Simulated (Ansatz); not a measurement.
TaW:
```xyz
4
Lattice="1.3113 -5.4841 0.0000 1.3113 5.4841 0.0000 0.0000 0.0000 4.7194" Properties=species:S:1:pos:R:3 pbc="T T T"
Ta     1.3113    -1.9490     1.1798
W      1.3113    -4.7441     1.1798
Ta     1.3113     1.9490     3.5395
W      1.3113     4.7441     3.5395
```

Relaxed with PBEsol. Special points in fractions of this cell's reciprocal vectors: Γ (0.000, 0.000, 0.000); Y (-0.500, 0.500, 0.000); C0 (-0.264, 0.736, 0.000); Σ0 (0.264, 0.264, 0.000); Z (0.000, 0.000, 0.500); A0 (0.264, 0.264, 0.500); E0 (-0.264, 0.736, 0.500); T (-0.500, 0.500, 0.500); S (0.000, 0.500, 0.000); R (0.000, 0.500, 0.500).

List the band energies nearest the Fermi level at these points for PBEsol (plane waves, PAW; program Ansatz).

In eV from the Fermi level; about four levels below and three above (degenerate sets whole), none deeper than 8.9 eV; points with the same levels are listed once.

| k | below | above |
|---|---|---|
| Γ | -2.30 -1.91 -1.15 -1.11 | 0.31 0.55 0.72 |
| Y | -1.41 -1.06 -0.83 -0.68 | 1.56 1.77 2.18 |
| C0 | -2.61 -2.27 -1.27 -0.17 | 0.09 0.93 0.94 |
| Z | -2.03 -2.03 -1.15 -1.15 | 0.62 0.62 2.19 2.19 |
| A0 | -1.50 -1.50 -0.82 -0.82 | 0.47 0.47 1.02 1.02 |
| T | -1.50 -1.50 -0.91 -0.91 | 1.62 1.62 3.30 3.30 |
| S | -3.25 -3.08 -1.48 -1.28 | 0.12 0.12 0.52 |
| R | -1.81 -1.81 -0.76 -0.76 | 0.77 0.77 1.18 1.18 |

Space group Cmcm. The start of the workflow was typed in or built on a structure type; neither database checked (COD, Materials Project) lists it. Its standing as an ambient phase is unchecked. The PBEsol relaxation kept the symmetry of its start; its stability against distortions is not shown here. The run is not spin-polarised. Its formation energy is positive at this level, so the cell may be metastable or incomplete. Scalar-relativistic: spin–orbit coupling is off unless named, which matters more the heavier the elements.

Potentials: the earlier of the program's two PAW sets. The files were generated under PBE; for other functionals the program regenerates the frozen cores, and for LDA and PBEsol the local potential too.
